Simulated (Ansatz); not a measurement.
NaBrF$_{4}$:
```cif
data_Br2F8Na2
_chemical_formula_sum 'Na2 Br2 F8'
_space_group_name_H-M_alt 'P 1'
_space_group_IT_number 1
_cell_length_a 6.56706
_cell_length_b 6.56706
_cell_length_c 6.56706
_cell_angle_alpha 128.212
_cell_angle_beta 128.212
_cell_angle_gamma 76.282
loop_
_space_group_symop_operation_xyz
  'x, y, z'
loop_
_atom_site_label
_atom_site_type_symbol
_atom_site_fract_x
_atom_site_fract_y
_atom_site_fract_z
_atom_site_occupancy
Na1 Na 0.25000 0.25000 0.00000 1
Na2 Na 0.75000 0.75000 0.00000 1
Br1 Br 0.50000 0.00000 0.50000 1
Br2 Br 0.00000 0.50000 0.50000 1
F1 F 0.79818 0.29818 0.83114 1
F2 F 0.20182 0.70182 0.16886 1
F3 F 0.29818 0.46704 0.50000 1
F4 F 0.70182 0.53296 0.50000 1
F5 F 0.46704 0.96704 0.16886 1
F6 F 0.53296 0.03296 0.83114 1
F7 F 0.96704 0.79818 0.50000 1
F8 F 0.03296 0.20182 0.50000 1
```

Relaxed with r²SCAN. The program Ansatz at the r²SCAN level (PAW) gives a gap of 3.55 eV.

**Question.** What gap does HSE06 give on the same cell (Ansatz, PAW)?

**Answer.** 4.85 eV, 1.30 eV more. The hybrid was solved on a coarser mesh and at special points; the gap given is the minimum over both.

```
k   v1 r²SCAN  c1 r²SCAN  v1 HSE06  c1 HSE06
--  ---------  ---------  --------  --------
Γ       -0.12       4.14     -0.12      5.51
M        0.00       3.55      0.00      4.85
X       -0.04       3.82     -0.04      5.17
P       -0.05       4.12         …         …
N       -0.08       3.96         …         …
S0      -0.04       3.99         …         …
R       -0.04       3.84         …         …
```

**Question.** Top valence (v1) and lowest conduction level (c1) in eV from each method's valence maximum (which need not be a listed point): supply the withheld HSE06 values.

**Answer.** 
- R, v1 HSE06: -0.04
- R, c1 HSE06: 5.18
- N, v1 HSE06: -0.08
- N, c1 HSE06: 5.31
- S0, v1 HSE06: -0.04
- S0, c1 HSE06: 5.32
- P, v1 HSE06: -0.04
- P, c1 HSE06: 5.48

Cost on shared cores: the r²SCAN run (SCF on a 7×7×7 mesh, then bands and DOS) around 3 core-minutes (rough), the HSE06 run (SCF on 4×4×4, then a few points) roughly 12 core-minutes; the tasks are unlike.

Space group I4/mcm. The workflow started from a Materials Project entry (that database holds measured and hypothetical structures alike); the Crystallography Open Database copy checked does not list it. Whether it is the stable phase at ambient conditions was not checked. The cell was relaxed with r²SCAN under the symmetry of its start; whether a distortion lowers the energy is not shown. Scalar-relativistic: spin–orbit coupling is off unless named, which matters more the heavier the elements.

Potentials: the later of the program's two PAW sets.
